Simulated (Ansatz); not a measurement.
**Structure relaxation, RbVF3**

The start is a generated trial cell of RbVF3 in the AFLOW prototype A3BC_tP5_99_bc_a_b (as in ZrPbO3). A full variable-cell relaxation at zero pressure is run with r2SCAN (plane waves to 500 eV, PAW, scalar-relativistic; Ansatz, an electronic-structure program). The first steps use a coarse 6×6×6 k-mesh.

Input geometry:
```
RbVF3
1.0
    4.14996     0.00000     0.00000
    0.00000     4.14996     0.00000
    0.00000     0.00000     4.24576
Rb V F
1 1 3
Cartesian
  2.07498   2.07498   1.91781
  0.00000   0.00000   0.00000
  2.07498   2.07498   3.80972
  2.07498   0.00000   1.60702
  0.00000   2.07498   1.60702
```
Spin-polarised start, with parallel moments on V.

**Question.** By how much does the energy per atom fall from start to end?

**Answer.** About 2.0 eV/atom.

**Question.** How does the volume per atom move from start to end?

**Answer.** +21.5 %, from 14.62 to 17.77 Å³/atom.

**Question.** How do the shortest distances between atoms change?

**Answer.** The closest pairs of elements (up to four, under 3.6 Å), start → end: F–Rb 1.89 → 2.52 Å; F–V 2.62 → 2.03 Å; F–F 2.91 → 2.59 Å; Rb–V 3.51 → 3.86 Å.

**Question.** Is the relaxed structure metallic? Give its gap.

**Answer.** Zero (metallic).

**Question.** What does it relax into? Give the structure.

**Answer.** 
```cif
data_F3RbV
_chemical_formula_sum 'Rb1 V1 F3'
_space_group_name_H-M_alt 'P4mm'
_space_group_IT_number 99
_space_group_name_Hall 'P 4 -2'
_cell_length_a 3.66105
_cell_length_b 3.66105
_cell_length_c 6.62825
_cell_angle_alpha 90.000
_cell_angle_beta 90.000
_cell_angle_gamma 90.000
loop_
_atom_site_label
_atom_site_type_symbol
_atom_site_symmetry_multiplicity
_atom_site_Wyckoff_symbol
_atom_site_fract_x
_atom_site_fract_y
_atom_site_fract_z
_atom_site_occupancy
Rb1 Rb 1 b 0.50000 0.50000 0.55123 1
V1 V 1 a 0.00000 0.00000 0.12006 1
F1 F 1 b 0.50000 0.50000 0.93199 1
F2 F 2 c 0.00000 0.50000 0.25136 1
```

The space group stays P4mm (No. 99) (the run could not lower it), with 5 atoms in the primitive magnetic cell. Final values are on a 13×13×7 k-mesh of the relaxed cell. The start holds a very short contact (F–Rb 1.89 Å). Spin state reached: ferromagnetic (net 0.60 μB/atom), from parallel starting moments; other spin orders were not run from this start. No Hubbard U is applied. The program's look for a lower electronic state was skipped, cut short or left open in this run.

The run could not lose the symmetry of its start: the end is stationary, and may be a saddle point rather than a minimum.

The relaxed structure here is a generated cell of RbVF3: the first start was made by placing the elements on the sites of a structure type, and the end was not matched to a known phase here, so it may be hypothetical.
